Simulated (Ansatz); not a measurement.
La$_{2}$TaReN$_{6}$:
```
CELL_PARAMETERS angstrom
      0.00000     4.00744     4.00744
      4.00744     0.00000     4.00744
      4.00744     4.00744     0.00000
ATOMIC_POSITIONS crystal
  La 0.25000 0.25000 0.25000
  La 0.75000 0.75000 0.75000
  Ta 0.50000 0.50000 0.50000
  Re 0.00000 0.00000 0.00000
  N  0.75530 0.75530 0.24470
  N  0.24470 0.24470 0.75530
  N  0.24470 0.75530 0.75530
  N  0.75530 0.24470 0.24470
  N  0.75530 0.24470 0.75530
  N  0.24470 0.75530 0.24470
```

Relaxed with r²SCAN. Special points in fractions of this cell's reciprocal vectors: Γ (0.000, 0.000, 0.000); X (0.500, 0.000, 0.500); U (0.625, 0.250, 0.625); K (0.375, 0.375, 0.750); L (0.500, 0.500, 0.500); W (0.500, 0.250, 0.750).

**Question.** List the band energies nearest the Fermi level at these points for DFT-r²SCAN with spin–orbit coupling in the program Ansatz with PAW potentials.

**Answer.** In eV from the Fermi level; about four levels below and three above (degenerate sets whole), none deeper than 8.9 eV; points with the same levels are listed once.

```tsv
k	below	above
Γ	-0.38 -0.38 -0.28 -0.28	0.02 0.02 0.02 0.02
X	-0.66 -0.66 -0.51 -0.51	0.04 0.04 2.23 2.23
U	-1.29 -1.29 -0.29 -0.29	0.61 0.61 1.96 1.96
L	-0.96 -0.96 -0.78 -0.78	1.24 1.24 1.33 1.33
W	-0.85 -0.85 -0.84 -0.84	1.25 1.25 1.42 1.42
```

Space group Fm-3m. The start of the workflow was typed in or built on a structure type; neither database checked (COD, Materials Project) lists it. Whether it is the stable phase at ambient conditions was not checked. The r²SCAN relaxation kept the symmetry of its start; whether a distortion lowers the energy is not shown. The workflow began spin-polarised and lost its moments.

Potentials: the later of the program's two PAW sets.
